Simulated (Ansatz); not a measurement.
A: TaN (rock salt), a = b = c = 4.376 Å, α = β = γ = 90.00°
B: BaZrO3 (cubic perovskite), a = 4.181 Å, b = 4.181 Å, c = 4.181 Å, α = 90.00°, β = 90.00°, γ = 90.00°
C: GaP (zinc blende), a = 5.4384 Å, b = 5.4384 Å, c = 5.4384 Å, α = 90.00°, β = 90.00°, γ = 90.00°
D: HgSe (zinc blende), a = b = c = 6.133 Å, α = β = γ = 90.00°

Scan: energy against volume (even scaling of the relaxed cell, symmetry kept). All come from one method, each on a k mesh of its own. All were relaxed with their symmetry unable to fall. At this level the bands of HgSe touch or barely overlap. BaZrO3 is run without spin polarisation. Spin-orbit coupling is left out. TaN is run without spin polarisation. This is a high-temperature form of TaN.

**Question.** Rank these by bulk modulus (fitted) (lowest first), as PBEsol (plane waves to 420 eV, PAW, scalar-relativistic; Ansatz, an electronic-structure program) gives it.

**Answer.** D (51.5 GPa), C (84.9 GPa), B (163 GPa), A (356 GPa)

(A scan under strain: stresses follow from slopes of the energy per volume, elastic moduli from its curvatures.)
